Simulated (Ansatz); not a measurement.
BiB: which shells make which states

```
B Bi
1.0
     0.00000    2.76199    2.76199
     2.76199    0.00000    2.76199
     2.76199    2.76199    0.00000
B Bi
1 1
Direct
  0.00000 0.00000 0.00000
  0.25000 0.25000 0.25000
```

Atoms are numbered in the order listed.

The cell was built from the zincblende type and relaxed in the same program, and has space group F-43m; it needn't be a known or the stable phase.

Spin–orbit coupling is left out, though it moves levels of the heavy atoms by tenths of an eV or more.

Method: Ansatz 0.2.0, DFT, PBE, all-electron LAPW, scalar-relativistic.

Numerical set-up: a Γ-centred 11×11×11 k mesh, Fermi–Dirac smearing of 0.05 eV, basis error target 0.5 meV/atom, no spin polarisation.

Weights are projections on a minimal set of Löwdin-orthogonalised atomic shells, summed over atoms of an element; the rest lies outside that basis, and weights on diffuse cation s shells are inflated where empty shells are missing from it. Energies are in eV from the valence-band top.

Points: L (0.000, 0.000, 0.500), U (-0.375, -0.375, 0.250).

| state | character |
| --- | --- |
| L, -11.97 eV | ? |
| L, -7.57 eV | ? |
| L, -1.57 eV (×2) | ? |
| U, -11.14 eV | Bi 6s 74 %, B 2p 23 % |
| U, -7.45 eV | B 2s 50 %, Bi 6p 46 % |
| U, -4.73 eV | ? |
| U, -2.89 eV | B 2p 52 %, Bi 6p 47 % |

Fill in "character" for the row "L, -7.57 eV".

Bi 6p 51 %, B 2s 28 %, B 2p 17 %.

What belongs in the row "U, -4.73 eV", column "character"?

Bi 6p 55 %, B 2p 45 %.

Give the missing entry: row "L, -1.57 eV (×2)", column "character".

B 2p 57 %, Bi 6p 42 %.

What belongs in the row "L, -11.97 eV", column "character"?

Bi 6s 67 %, B 2p 16 %, B 2s 14 %.
